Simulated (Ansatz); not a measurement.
# Fields on a plane of PtAs2 (space group Pa-3)

```
PtAs2
1.0
    5.94345     0.00000     0.00000
    0.00000     5.94345     0.00000
    0.00000     0.00000     5.94345
As Pt
8 4
Direct
  0.38305   0.38305   0.38305
  0.61695   0.61695   0.61695
  0.11695   0.61695   0.88305
  0.88305   0.38305   0.11695
  0.88305   0.11695   0.61695
  0.11695   0.88305   0.38305
  0.61695   0.88305   0.11695
  0.38305   0.11695   0.88305
  0.00000   0.00000   0.00000
  0.50000   0.00000   0.50000
  0.50000   0.50000   0.00000
  0.00000   0.50000   0.50000
```

The slice is a {110} plane (indices of the conventional cell) through the point (0.383, 0.117, 0.883) (fractional), spanned by u = [100] and v = [011] in vectors of this cell: u (5.94 Å) and v (8.41 Å, at 90° to u). It covers one period; positions are fractions (u, v).

Atoms on it: As at (0.50, 0.25), 0.1 Å off the plane; As at (0.00, 0.00). Other atoms lie within 1 Å of the plane.

All values below come from LDA (plane waves to 420 eV, PAW, scalar-relativistic; Ansatz, an electronic-structure program). k mesh 5×5×5. These are valence fields of a PAW run, semicore shells included where kept as valence: close to a nucleus they are smooth pseudo fields. PtAs2 is run without spin polarisation. PtAs2 was relaxed with its symmetry unable to fall. Spin-orbit coupling is left out, though Pt is heavy.

```
|##**--..    ::------::::--**|
|----::..  ..::----::....::--|
|::::::..  ..::::::....    ..|
|::::::::............      ..|
|::----::....              ..|
|..::----::..      ..........|
|..::----::..    ..::::::..  |
|  ..::--::......::----::..  |
|  ....::......::------::..  |
|........    ..::--==--::..  |
|::::..      ..::----::......|
|--::::..    ..::::::......::|
|----::....::------::..  ..::|
|------::::--**##**--..  ..::|
|::----::::--##@@##--..    ..|
|::::::::::--**##**--..    ..|
|::::::....::------::..    ..|
|----::..    ..::::::....::--|
|##**--..    ..::----::::--**|
|@@##--..    ..::--==--::--##|
```
Scale: ten equal steps from -1.15 (start of ' ') to 1.53 (end of '@'), in the order ' .:-=+*#%@'. Values: log₁₀ of the valence density in e/Å³. The map has 14 points along u (two characters each, u = 0 at the left) and 20 along v (v = 0 in the bottom row). The scale is logarithmic, as a density can span decades between atoms and voids.

```
|x*%- :**=--*@#|
|@@#: -#%#+--*%|
|#*=:.-*%#=. :+|
|==--::-+=:   :|
|==-==: ......:|
|-=+##-  .-==-:|
|-+%@%+:.=*#*=:|
|.=#%#*--=*%#=.|
| :+*++-===+*- |
|:--:::-=====:.|
|**-.  -===--=+|
|%%+. :*#*=-:+#|
|@@*--*%@@#:.=%|
|%*=-*@#x#%- :#|
|=---#@xxx%- .=|
|----*@#x#%-  :|
|**=--*%@@#-.:+|
|@@#: :+#*=--#%|
|x*%-  :--=-*@#|
|xx%= .-===-#@x|
```
Scale: ten equal steps from 0.05 (start of ' ') to 0.68 (end of '@'), in the order ' .:-=+*#%@'. Values: electron localisation function (ELF). The map has 14 points along u (one character each, u = 0 at the left) and 20 along v (v = 0 in the bottom row). Points within 0.5 Å of a nucleus are blanked (x), as the pseudised field means little there.
